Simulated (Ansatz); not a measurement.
Input:

NbPS:
```yaml
crystal:
  lattice:
    - [-1.68589, 2.33068, 5.92419]
    - [1.68589, -2.33068, 5.92419]
    - [1.68589, 2.33068, -5.92419]
  atoms:
    - { symbol: Nb, position: [0.37485, 0.87485, 0.50000] }
    - { symbol: Nb, position: [0.62515, 0.12515, 0.50000] }
    - { symbol: P, position: [0.23708, 0.50000, 0.73708] }
    - { symbol: P, position: [0.76292, 0.50000, 0.26292] }
    - { symbol: S, position: [0.78821, 0.78821, 0.00000] }
    - { symbol: S, position: [0.21179, 0.21179, 0.00000] }
```

This is the LDA-relaxed structure.

Q: All from the program Ansatz at the LDA level (PAW), unless another level is named. Predict the electronic character.

A: metallic (no gap).

Q: And the density of states at the Fermi level?

A: 0.61 states/eV per atom (mean over ±0.08 eV).

Q: Give the formation energy from the elements (no fitted shifts).

A: -0.99 eV/atom.

Space group Immm. The workflow started from an entry of the Crystallography Open Database (COD). Its standing as an ambient phase is unchecked. The cell was relaxed with LDA under the symmetry of its start; whether a distortion lowers the energy is not shown. The run is not spin-polarised. The references are the lowest solids computed at this level, not always the standard phases. Scalar-relativistic: spin–orbit coupling is off unless named, which matters more the heavier the elements.

Potentials: the later of the program's two PAW sets.
